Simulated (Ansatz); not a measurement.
Relaxed MgB2 (AlB2 type, space group P6/mmm):

```
CELL_PARAMETERS angstrom
      6.14864     0.00000     0.00000
     -1.53716     2.66244     0.00000
      0.00000     0.00000     3.52754
ATOMIC_POSITIONS crystal
  Mg 0.00000 0.00000 0.00000
  Mg 0.50000 0.00000 0.00000
  B  0.16667 0.66667 0.50000
  B  0.66667 0.66667 0.50000
  B  0.33333 0.33333 0.50000
  B  0.83333 0.33333 0.50000
```

A phonon eigenvector at M = (0.5, 0.0, 0.0) is frozen into this cell: atom i moves by Q times the vector below, so Q is the largest atomic displacement, in Å. The cell is held. (q is in reciprocal vectors of the primitive cell; the cell shown is doubled to hold the pattern.)

| atom | x | y | z |
|---|---|---|---|
| Mg1 | 0.000 | 0.000 | 1.000 |
| Mg2 | 0.000 | 0.000 | -1.000 |
| B3 | 0.000 | 0.000 | 0.114 |
| B4 | 0.000 | 0.000 | -0.114 |
| B5 | 0.000 | 0.000 | -0.114 |
| B6 | 0.000 | 0.000 | 0.114 |

Method: PBE (plane waves to 420 eV, PAW, scalar-relativistic; Ansatz, an electronic-structure program). k mesh 17×17×13 (Γ-centred), Fermi-Dirac smearing 0.05 eV. The energy includes the smearing's −TS. With partly filled bands, energies and forces of such displacements shift with the k mesh and the smearing. MgB2 was relaxed with its symmetry unable to fall. ΔE is measured from the undisplaced structure. The last digit holds for this mesh only.

```json
[
 {"Q (Å)": "-0.180", "ΔE (meV/cell)": "withheld"},
 {"Q (Å)": "-0.150", "ΔE (meV/cell)": "139.5"},
 {"Q (Å)": "-0.120", "ΔE (meV/cell)": "89.0"},
 {"Q (Å)": "-0.090", "ΔE (meV/cell)": "49.9"},
 {"Q (Å)": "-0.060", "ΔE (meV/cell)": "22.1"},
 {"Q (Å)": "-0.030", "ΔE (meV/cell)": "5.5"},
 {"Q (Å)": "0.000", "ΔE (meV/cell)": "0.0"},
 {"Q (Å)": "0.030", "ΔE (meV/cell)": "5.5"},
 {"Q (Å)": "0.060", "ΔE (meV/cell)": "22.1"},
 {"Q (Å)": "0.090", "ΔE (meV/cell)": "49.9"},
 {"Q (Å)": "0.120", "ΔE (meV/cell)": "89.0"},
 {"Q (Å)": "0.150", "ΔE (meV/cell)": "139.5"},
 {"Q (Å)": "0.180", "ΔE (meV/cell)": "withheld"}
]
```

Fit an even polynomial form (powers 2, 4) to the given rows and predict ΔE at Q = -0.180.

Least squares on the 11 given rows: ΔE = (6139)·Q² + (2729)·Q⁴, in meV/cell with Q in Å; root-mean-square residual 0.02 meV/cell. At -0.180 the fit gives 201.8 meV/cell; the calculation gives 201.7 meV/cell, so the extrapolation is off by 0.1 (+0.0 %). The quadratic term alone would give 198.9 meV/cell.

(For displaced atoms, the force is minus the slope of the energy, and its curvature is a force constant, which sets phonon frequencies.)
